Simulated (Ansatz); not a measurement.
Total density of states per atom from plane-wave PAW PBEsol (Ansatz code), in 0.25 eV bins, energy from the Fermi level:

```
E (eV) | states/eV/atom
    -7.85 | ####### 0.28
    -7.60 | ####### 0.30
    -7.35 | ####### 0.29
    -7.10 | ##### 0.18
    -6.85 | #### 0.16
    -6.60 | ###### 0.25
    -6.35 | ######## 0.33
    -6.10 | ######### 0.36
    -5.85 | ########## 0.38
    -5.60 | ########## 0.40
    -5.35 | ############ 0.49
    -5.10 | ############# 0.50
    -4.85 | ############# 0.52
    -4.60 | ################## 0.73
    -4.35 | ######################## 0.96
    -4.10 | #################### 0.79
    -3.85 | ###################### 0.88
    -3.60 | ######################### 1.01
    -3.35 | #################### 0.80
    -3.10 | #################### 0.79
    -2.85 | ################## 0.73
    -2.60 | ############### 0.61
    -2.35 | ############# 0.51
    -2.10 | ############# 0.51
    -1.85 | ############## 0.56
    -1.60 | ################## 0.72
    -1.35 | ###################### 0.86
    -1.10 | ############################## 1.19
    -0.85 | ######################### 1.00
    -0.60 | ################ 0.65
    -0.35 | ################ 0.62
    -0.10 | ################# 0.68
     0.15 | ######################### 1.00
     0.40 | ##################### 0.83
     0.65 | ################ 0.63
     0.90 | ########## 0.41
     1.15 | ######### 0.37
     1.40 | ########## 0.40
     1.65 | ######### 0.37
     1.90 | ######## 0.31
     2.15 | ######## 0.31
     2.40 | ######## 0.30
     2.65 | ######## 0.33
     2.90 | ######## 0.33
     3.15 | ######## 0.34
     3.40 | ########## 0.41
     3.65 | ########### 0.44
     3.90 | ######### 0.34
     4.15 | ######### 0.37
     4.40 | ######## 0.31
     4.65 | ##### 0.21
```

Problem. Pick the material that matches.
A) ZrGe2, Cmcm (Zr on 4c, Ge on 4c, Ge on 4c)
B) FeB, Cmcm (Fe on 4c, B on 4c)
C) LaTiO3, cubic perovskite
D) Fe3C, P6_322 (Fe on 6g, C on 2c)

Solution. B, FeB, Cmcm (Fe on 4c, B on 4c). Within 0.5 eV of the Fermi level: Fe 3d 90 %, B 2p 8 %. Projections are on Löwdin-orthogonalised atomic valence shells; empty p or d shells of many metals are not among them.

The first step of the workflow began from a Materials Project structure, measured or hypothetical; the Crystallography Open Database copy checked does not list it. COD files the formula under space group No. 62, so this cell is another polymorph or a model. Its standing as an ambient phase is unchecked. Symmetry was held in the PBEsol relaxation; its stability against distortions is not shown here. Spin order of the final state: ferromagnetic, chosen from 5 collinear starts compared on coarse meshes (ties went to the first, and starts can fall back to one state), not a proven ground state.

Potentials: the later of the program's two PAW sets.
